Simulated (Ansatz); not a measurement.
Given:

BaTe:
```cif
data_Ba4Te4
_chemical_formula_sum 'Ba4 Te4'
_space_group_name_H-M_alt 'Fm-3m'
_space_group_IT_number 225
_space_group_name_Hall '-F 4 2 3'
_cell_length_a 7.06313
_cell_length_b 7.06313
_cell_length_c 7.06313
_cell_angle_alpha 90.000
_cell_angle_beta 90.000
_cell_angle_gamma 90.000
loop_
_atom_site_label
_atom_site_type_symbol
_atom_site_symmetry_multiplicity
_atom_site_Wyckoff_symbol
_atom_site_fract_x
_atom_site_fract_y
_atom_site_fract_z
_atom_site_occupancy
Ba1 Ba 4 a 0.00000 0.00000 0.00000 1
Te1 Te 4 b 0.50000 0.50000 0.50000 1
```
(The calculation used a cell of 2 atoms; values per cell refer to that cell.)

This is the r²SCAN-relaxed structure.

Question: All from r²SCAN (plane waves, PAW; program Ansatz), unless another level is named. Estimate the hole effective mass, band 2 of 3 at the edge.

Answer: 1.4 along [100], 0.49 along [110], 0.62 along [111] (mₑ).

Question: Next, the hole effective mass, band 3 of 3 at the edge?

Answer: 0.18 along [100], 0.23 along [110], 0.26 along [111] (mₑ).

Question: What about the hole effective mass with spin–orbit coupling, band 1 of 2 at the edge?

Answer: 1.3 along [100], 0.69 along [110], 0.56 along [111] (mₑ).

The r²SCAN relaxation kept the symmetry of its start. Scalar-relativistic: spin–orbit coupling is off unless named, which matters more the heavier the elements.

Potentials: the later of the program's two PAW sets.

Edges and masses are those of Kohn–Sham bands, whose gap is no quasiparticle gap.
